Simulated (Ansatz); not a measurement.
AlPt$_{3}$: computed property card

AlPt3:
```
AlPt3
1.0
   -2.72740     2.72740     3.91411
    2.72740    -2.72740     3.91411
    2.72740     2.72740    -3.91411
Al Pt
2 6
Direct
  0.75000   0.25000   0.50000
  0.25000   0.75000   0.50000
  0.75000   0.75000   0.00000
  0.25000   0.25000   0.00000
  0.21731   0.71731   0.93463
  0.78269   0.28269   0.06537
  0.71731   0.78269   0.50000
  0.28269   0.21731   0.50000
```

Space group I4/mcm (No. 140); conventional cell a = 5.4548 Å, b = 5.4548 Å, c = 7.8282 Å, α = 90.00°, β = 90.00°, γ = 90.00°.

Method: plane-wave PAW PBEsol (Ansatz code). Geometry: relaxed at this level of theory. Other levels are named where they apply.

### Cell and energy

- Volume per atom = 14.56 Å³
- Density = 17.46 g/cm³
- Formation energy from the elements (no fitted shifts) = -0.71 eV/atom

### Electronic structure

Electronic character: metallic (no gap)
Density of states at the Fermi level: 0.48 states/eV per atom (mean over ±0.08 eV)
Gap with spin–orbit coupling: none (metallic)

### Mechanics

- Bulk modulus (Birch–Murnaghan fit) = 248 GPa
- Pressure derivative B′ = 5.2
- Elastic constants (relaxed ions, GPa) = C11 = 395, C12 = 146, C13 = 207, C33 = 324, C44 = 114, C66 = 47.6
- Mechanical stability = stable (all eigenvalues of C positive)
- Hill bulk and shear moduli = 248 and 85.5 GPa
- Young's modulus = 230 GPa
- Poisson's ratio = 0.35
- Debye temperature from the elastic constants = 303 K

### Phonons

* **Highest zone-centre frequency**: 8.71 THz
* **Zone-centre stability**: no imaginary mode at Γ

The first step of the workflow began from a Materials Project structure, measured or hypothetical; the Crystallography Open Database copy checked does not list it. Whether it is the stable phase at ambient conditions was not checked. The PBEsol relaxation kept the symmetry of its start. No spin polarisation was allowed. As this level gives no gap, shear constants depend on the k-mesh and smearing (Fermi–Dirac, 0.1 eV here). As this level gives no gap, phonon frequencies hold no LO–TO term and depend on the k-mesh and smearing (Fermi–Dirac, 0.1 eV here). Axis ratios of metals converge slowly with the k-mesh, so a and c are less sure than the volume. The references are the lowest solids computed at this level, not always the standard phases. Spin–orbit coupling is left out wherever it is not named.

Potentials: the later of the program's two PAW sets.
